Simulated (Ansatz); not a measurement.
Ti (hcp (Mg type), space group No. 194) under volume change, plane-wave PAW PBE+D3(BJ) (Ansatz code), shape and atoms relaxed at each volume.

```tsv
V (Å³/atom)	E − E(relaxed) (meV/atom)	P (GPa)
15.016	58.2	13.46
15.511	24.7	8.36
16.006	5.9	3.90
16.501	0.0	0.00
16.996	5.4	-3.40
17.491	20.5	-6.36
17.986	44.3	-8.94
```

**Question.** What does a third-order Birch–Murnaghan fit give for V₀, B₀ and B′?

**Answer.** V₀ = 16.50 Å³/atom, B₀ = 121 GPa, B′ = 3.5.

Space group P6_3/mmc (hcp (Mg type)). The cell was relaxed with PBE+D3(BJ) under the symmetry of its start. No spin polarisation was allowed. The pairwise dispersion correction was not fitted to metals.

Potentials: the later of the program's two PAW sets.
